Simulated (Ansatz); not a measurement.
Theory: Ansatz 0.2.0, DFT PBE, scalar-relativistic, plane waves, PAW. Cutoff 420 eV, Γ-centred meshes of about 0.25 Å⁻¹ or finer for metals and 0.3 Å⁻¹ for insulators (2π included), Gaussian smearing. No spin polarisation.

A search over trial structures of Ga2Te2O gave this relaxed cell.

```
Ga Te O
1.0
     4.16715    0.00000    0.00000
    -2.08357    3.60886    0.00000
     0.00000    0.00000   20.56393
Ga Te O
4 4 2
Direct
  0.66667 0.33333 0.83619
  0.66667 0.33333 0.66381
  0.33333 0.66667 0.33619
  0.33333 0.66667 0.16381
  0.33333 0.66667 0.60517
  0.33333 0.66667 0.89483
  0.66667 0.33333 0.10517
  0.66667 0.33333 0.39483
  0.66667 0.33333 0.75000
  0.33333 0.66667 0.25000
```

Wave vectors count in units of this cell's reciprocal vectors.

Q: Is it a true minimum?

A: No. The phonons on a 2×2×1 q mesh of the computed 10-atom cell go imaginary, to 84i cm⁻¹ at q = (0.00, 0.00, 0.00). With atoms moved at random and symmetry off, it falls by 6 meV/atom into P-1 (No. 2). Conventional cell: a = 4.140 Å, b = 4.170 Å, c = 20.729 Å, α = 89.5°, β = 89.4°, γ = 60.3°. Ga on its first site has 1 O at 1.79 Å and 3 Te at 2.68–2.71 Å; Ga on its second site has 1 O at 1.79 Å and 3 Te at 2.68–2.71 Å; Te on its first site is surrounded by 3 Ga at 2.68–2.71 Å; O has 2 Ga at 1.79 Å; 1 more site not described.

```cif
data_structure
_symmetry_space_group_name_H-M 'P 1'
_symmetry_Int_Tables_number 1
_cell_length_a 4.1405
_cell_length_b 4.1703
_cell_length_c 20.7290
_cell_angle_alpha 89.467
_cell_angle_beta 89.374
_cell_angle_gamma 60.281
_cell_volume 310.83
loop_
_atom_site_label
_atom_site_type_symbol
_atom_site_fract_x
_atom_site_fract_y
_atom_site_fract_z
_atom_site_occupancy
Ga1 Ga 0.67434 0.64192 0.83399 1
Ga2 Ga 0.68241 0.64463 0.66590 1
Ga3 Ga 0.31759 0.35537 0.33410 1
Ga4 Ga 0.32566 0.35808 0.16601 1
Te1 Te 0.35018 0.31580 0.60740 1
Te2 Te 0.33710 0.31022 0.89249 1
Te3 Te 0.66290 0.68978 0.10751 1
Te4 Te 0.64982 0.68420 0.39260 1
O1 O 0.62475 0.75280 0.74992 1
O2 O 0.37525 0.24720 0.25008 1
```

No dispersion correction is applied, so the spacing and binding between layers, chains or molecules are poorly described. These runs have no spin–orbit coupling, which can matter for Te.
